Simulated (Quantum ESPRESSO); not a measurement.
Sn3Al2Sc2Ta, one run as intended and one with a planted mistake

Simulated, not a measurement. The program is pw.x of Quantum ESPRESSO 7.5 (plane-wave density functional theory). The cell is made up: eight metal atoms on a face-centred cubic lattice, with elements, volume, strain and displacements drawn at random and not relaxed, so it may be unstable or far from any real phase. PseudoDojo standard norm-conserving files set the functional (PBE unless stated); there is no spin polarisation or spin-orbit coupling, the Fermi-Dirac width of 0.25 eV means electrons at about 2900 K, and the masses in the input are unused placeholders. The tin pseudopotential is less sure than most, with forces differing by about three percent from a second method on plain tin. Heavy elements are run without spin-orbit coupling, which real alloys of them have. A spin test at this wide smearing found no moment, but such smearing suppresses magnetism that the real alloy may have.

Intended input:

```
&control calculation='scf', pseudo_dir='./dojo.nc.sr.pbe.v0_5.standard.upf', outdir='./o', disk_io='minimal', tprnfor=.true., tstress=.true. /
&system ibrav=0, nat=8, ntyp=4, nbnd=54, ecutwfc=79.96652505, nosym=.true., tot_charge=0,
 occupations='smearing', smearing='fd', degauss=0.0183746611
/
&electrons conv_thr=1.470e-08, electron_maxstep=70, mixing_beta=0.5 /
ATOMIC_SPECIES
Al 1.0 Al.upf
Sc 1.0 Sc.upf
Sn 1.0 Sn.upf
Ta 1.0 Ta.upf
CELL_PARAMETERS angstrom
-4.5189 0.0 0.0
-2.2595 -4.5189 -2.2595
-2.2595 -4.5189 6.7784
ATOMIC_POSITIONS angstrom
Sn -0.0207 -0.1387 0.075
Sn -2.2221 -4.5777 2.4074
Sn -2.3127 -2.2599 -0.0079
Al -4.5743 -6.9429 2.2995
Al -4.4721 -4.5321 4.6489
Sc -4.5889 -4.5589 0.0334
Ta -4.3917 -2.1572 2.1917
Sc -6.8083 -6.8079 4.543
K_POINTS automatic
6 5 3 1 1 1
```

The log is shortened where brackets say so; the opening notice, blank lines, dates and the lines on written files are dropped, and the path of the files is cut. It prints rydbergs, bohrs and kilobars, and counts compression as positive stress. Its total energy is the free energy E - TS of the whole cell.

Log of the intended run:

```
     Program PWSCF v.7.5
     Parallel version (MPI & OpenMP), running on       4 processor cores
     Number of MPI processes:                 4
     Threads/MPI process:                     1
     [start-up lines left out]
     bravais-lattice index     =            0
     lattice parameter (alat)  =       8.5395  a.u.
     unit-cell volume          =    1245.4595 (a.u.)^3
     number of atoms/cell      =            8
     number of atomic types    =            4
     number of electrons       =        83.00
     number of Kohn-Sham states=           54
     kinetic-energy cutoff     =      79.9665  Ry
     charge density cutoff     =     319.8661  Ry
     scf convergence threshold =      1.5E-08
     mixing beta               =       0.5000
     number of iterations used =            8  plain     mixing
     Exchange-correlation= PBE
                           (   1   4   3   4   0   0   0)
     [axes and pseudopotential details left out]
   Cartesian axes
     site n.     atom                  positions (alat units)
         1        Sn     tau(   1) = (  -0.0045808  -0.0306933   0.0165970  )
         2        Sn     tau(   2) = (  -0.4917347  -1.0130120   0.5327403  )
         3        Sn     tau(   3) = (  -0.5117838  -0.5000996  -0.0017482  )
         4        Al     tau(   4) = (  -1.0122596  -1.5364137   0.5088628  )
         5        Al     tau(   5) = (  -0.9896435  -1.0029211   1.0287681  )
         6        Sc     tau(   6) = (  -1.0154905  -1.0088517   0.0073912  )
         7        Ta     tau(   7) = (  -0.9718516  -0.4773728   0.4850074  )
         8        Sc     tau(   8) = (  -1.5066277  -1.5065392   1.0053332  )
     number of k points=    45  Fermi-Dirac smearing, width (Ry)=  0.0184
                       cart. coord. in units 2pi/alat
        k(    1) = (  -0.0833333  -0.0749993   0.0333330), wk =   0.0444444
        k(    2) = (  -0.0833333   0.0916692  -0.2999967), wk =   0.0444444
     [further k points left out]
     Dense  grid:   120397 G-vectors     FFT dimensions: (  50,  60,  96)
     Estimated max dynamical RAM per process >     342.24 MB
     Estimated total dynamical RAM >       1.25 GB
     Initial potential from superposition of free atoms
     starting charge      82.9843, renormalised to      83.0000
     Starting wfcs are   65 randomized atomic wfcs
     total cpu time spent up to now is        9.0 secs
     per-process dynamical memory:   264.5 Mb
     Self-consistent Calculation
     iteration #  1     ecut=    79.97 Ry     beta= 0.50
     Davidson diagonalization with overlap
     ethr =  1.00E-02,  avg # of iterations =  2.0
     Threshold (ethr) on eigenvalues was too large:
     Diagonalizing with lowered threshold
     Davidson diagonalization with overlap
     ethr =  2.28E-04,  avg # of iterations =  5.5
     total cpu time spent up to now is       47.6 secs
     total energy              =    -805.88415120 Ry
     estimated scf accuracy    <       0.20394269 Ry
     iteration #  2     ecut=    79.97 Ry     beta= 0.50
     Davidson diagonalization with overlap
     ethr =  2.46E-04,  avg # of iterations =  6.3
     total cpu time spent up to now is       69.6 secs
     total energy              =    -805.82279723 Ry
     estimated scf accuracy    <       1.11418184 Ry
     [iterations 3 to 12 left out]
     iteration # 13     ecut=    79.97 Ry     beta= 0.50
     Davidson diagonalization with overlap
     ethr =  3.62E-11,  avg # of iterations =  5.4
     total cpu time spent up to now is      267.3 secs
     total energy              =    -805.95692897 Ry
     estimated scf accuracy    <       0.00000017 Ry
     iteration # 14     ecut=    79.97 Ry     beta= 0.50
     Davidson diagonalization with overlap
     ethr =  3.62E-11,  avg # of iterations =  3.8
     total cpu time spent up to now is      284.2 secs
     End of self-consistent calculation
     [lines on levels left out]
!    total energy              =    -805.95692898 Ry
     estimated scf accuracy    <          1.1E-09 Ry
     smearing contrib. (-TS)   =      -0.09346331 Ry
     internal energy E=F+TS    =    -805.86346567 Ry
     The total energy is F=E-TS. E is the sum of the following terms:
     one-electron contribution =    -333.42272065 Ry
     hartree contribution      =     206.02877088 Ry
     xc contribution           =    -198.35198121 Ry
     ewald contribution        =    -480.11753470 Ry
     convergence has been achieved in  14 iterations
     Forces acting on atoms (cartesian axes, Ry/au):
     atom    1 type  3   force =    -0.00421122    0.03889300   -0.00784386
     atom    2 type  3   force =    -0.00439405    0.00289023   -0.01890175
     atom    3 type  3   force =     0.00821337   -0.02382481    0.01910001
     atom    4 type  1   force =     0.00348818    0.01158384   -0.01555264
     atom    5 type  1   force =    -0.00506801    0.00493115   -0.01511683
     atom    6 type  2   force =     0.01493966   -0.00516617    0.02253920
     atom    7 type  4   force =    -0.01065114   -0.03836045    0.03173474
     atom    8 type  2   force =    -0.00231679    0.00905321   -0.01595887
     Total force =     0.085647     Total SCF correction =     0.000153
     Computing stress (Cartesian axis) and pressure
          total   stress  (Ry/bohr**3)                   (kbar)     P=      -53.58
  -0.00056089   0.00000158  -0.00002074          -82.51        0.23       -3.05
   0.00000158   0.00000791  -0.00001145            0.23        1.16       -1.68
  -0.00002074  -0.00001145  -0.00053967           -3.05       -1.68      -79.39
     init_run     :      8.56s CPU      8.88s WALL (       1 calls)
     electrons    :    273.48s CPU    275.21s WALL (       1 calls)
     forces       :      2.49s CPU      2.53s WALL (       1 calls)
     stress       :      8.83s CPU      8.83s WALL (       1 calls)
     [timing details left out]
     PWSCF        :   4m53.50s CPU   4m55.71s WALL
     JOB DONE.
```

A second run has one planted mistake: two atoms have their elements exchanged. The input lines that differ:

```
- Sn -2.3127 -2.2599 -0.0079
- Al -4.5743 -6.9429 2.2995
+ Al -2.3127 -2.2599 -0.0079
+ Sn -4.5743 -6.9429 2.2995
```

Its log:

```
     Program PWSCF v.7.5
     Parallel version (MPI & OpenMP), running on       4 processor cores
     Number of MPI processes:                 4
     Threads/MPI process:                     1
     [start-up lines left out]
     bravais-lattice index     =            0
     lattice parameter (alat)  =       8.5395  a.u.
     unit-cell volume          =    1245.4595 (a.u.)^3
     number of atoms/cell      =            8
     number of atomic types    =            4
     number of electrons       =        83.00
     number of Kohn-Sham states=           54
     kinetic-energy cutoff     =      79.9665  Ry
     charge density cutoff     =     319.8661  Ry
     scf convergence threshold =      1.5E-08
     mixing beta               =       0.5000
     number of iterations used =            8  plain     mixing
     Exchange-correlation= PBE
                           (   1   4   3   4   0   0   0)
     [axes and pseudopotential details left out]
   Cartesian axes
     site n.     atom                  positions (alat units)
         1        Sn     tau(   1) = (  -0.0045808  -0.0306933   0.0165970  )
         2        Sn     tau(   2) = (  -0.4917347  -1.0130120   0.5327403  )
         3        Al     tau(   3) = (  -0.5117838  -0.5000996  -0.0017482  )
         4        Sn     tau(   4) = (  -1.0122596  -1.5364137   0.5088628  )
         5        Al     tau(   5) = (  -0.9896435  -1.0029211   1.0287681  )
         6        Sc     tau(   6) = (  -1.0154905  -1.0088517   0.0073912  )
         7        Ta     tau(   7) = (  -0.9718516  -0.4773728   0.4850074  )
         8        Sc     tau(   8) = (  -1.5066277  -1.5065392   1.0053332  )
     number of k points=    45  Fermi-Dirac smearing, width (Ry)=  0.0184
                       cart. coord. in units 2pi/alat
        k(    1) = (  -0.0833333  -0.0749993   0.0333330), wk =   0.0444444
        k(    2) = (  -0.0833333   0.0916692  -0.2999967), wk =   0.0444444
     [further k points left out]
     Dense  grid:   120397 G-vectors     FFT dimensions: (  50,  60,  96)
     Estimated max dynamical RAM per process >     342.24 MB
     Estimated total dynamical RAM >       1.25 GB
     Initial potential from superposition of free atoms
     starting charge      82.9843, renormalised to      83.0000
     Starting wfcs are   65 randomized atomic wfcs
     total cpu time spent up to now is        9.1 secs
     per-process dynamical memory:   264.5 Mb
     Self-consistent Calculation
     iteration #  1     ecut=    79.97 Ry     beta= 0.50
     Davidson diagonalization with overlap
     ethr =  1.00E-02,  avg # of iterations =  2.0
     Threshold (ethr) on eigenvalues was too large:
     Diagonalizing with lowered threshold
     Davidson diagonalization with overlap
     ethr =  3.00E-04,  avg # of iterations =  5.0
     total cpu time spent up to now is       47.5 secs
     total energy              =    -805.84186695 Ry
     estimated scf accuracy    <       0.27303239 Ry
     iteration #  2     ecut=    79.97 Ry     beta= 0.50
     Davidson diagonalization with overlap
     ethr =  3.29E-04,  avg # of iterations =  7.3
     total cpu time spent up to now is       71.2 secs
     total energy              =    -805.77982947 Ry
     estimated scf accuracy    <       1.62006566 Ry
     [iterations 3 to 11 left out]
     iteration # 12     ecut=    79.97 Ry     beta= 0.50
     Davidson diagonalization with overlap
     ethr =  7.87E-11,  avg # of iterations =  4.5
     total cpu time spent up to now is      250.4 secs
     total energy              =    -805.95824616 Ry
     estimated scf accuracy    <       0.00000002 Ry
     iteration # 13     ecut=    79.97 Ry     beta= 0.50
     Davidson diagonalization with overlap
     ethr =  2.83E-11,  avg # of iterations =  2.6
     total cpu time spent up to now is      266.5 secs
     End of self-consistent calculation
     [lines on levels left out]
!    total energy              =    -805.95824615 Ry
     estimated scf accuracy    <       0.00000001 Ry
     smearing contrib. (-TS)   =      -0.09298228 Ry
     internal energy E=F+TS    =    -805.86526388 Ry
     The total energy is F=E-TS. E is the sum of the following terms:
     one-electron contribution =    -295.53760210 Ry
     hartree contribution      =     187.04917640 Ry
     xc contribution           =    -198.33896970 Ry
     ewald contribution        =    -499.03786848 Ry
     convergence has been achieved in  13 iterations
     Forces acting on atoms (cartesian axes, Ry/au):
     atom    1 type  3   force =    -0.00236732    0.00786554    0.01673576
     atom    2 type  3   force =    -0.00540825    0.01319003   -0.03605271
     atom    3 type  1   force =     0.00246121   -0.00738984    0.02177613
     atom    4 type  3   force =     0.01034431    0.02509009   -0.01605671
     atom    5 type  1   force =    -0.00702715   -0.01190245   -0.00398203
     atom    6 type  2   force =     0.01553681    0.00513499    0.01390157
     atom    7 type  4   force =    -0.01037438   -0.04129450    0.00654305
     atom    8 type  2   force =    -0.00316522    0.00930614   -0.00286506
     Total force =     0.077513     Total SCF correction =     0.000451
     Computing stress (Cartesian axis) and pressure
          total   stress  (Ry/bohr**3)                   (kbar)     P=      -53.39
  -0.00058422   0.00000135  -0.00001220          -85.94        0.20       -1.79
   0.00000135   0.00001659  -0.00000534            0.20        2.44       -0.79
  -0.00001220  -0.00000534  -0.00052124           -1.79       -0.79      -76.68
     init_run     :      8.64s CPU      8.97s WALL (       1 calls)
     electrons    :    254.11s CPU    257.38s WALL (       1 calls)
     forces       :      2.47s CPU      2.50s WALL (       1 calls)
     stress       :      8.88s CPU      8.89s WALL (       1 calls)
     [timing details left out]
     PWSCF        :   4m34.25s CPU   4m37.98s WALL
     JOB DONE.
```

```
                                            intended run  run with the mistake
                          free energy (eV)    -10965.603            -10965.621
         entropy term -TS, part of it (eV)        -1.272                -1.265
                            pressure (GPa)         -5.36                 -5.34
size of the largest force component (eV/Å)         1.000                 1.062
largest change of a force component (eV/Å)                               0.798
                                iterations            14                    13
```

For scale, a rerun of the intended cell at a higher cutoff and on a denser mesh moved values by no more than 0.007 eV in energy, 0.06 GPa in stress and 0.007 eV/Å in force, and a second program with other atomic files agreed on that cell to 2 % rms in force and 0.5 GPa in pressure.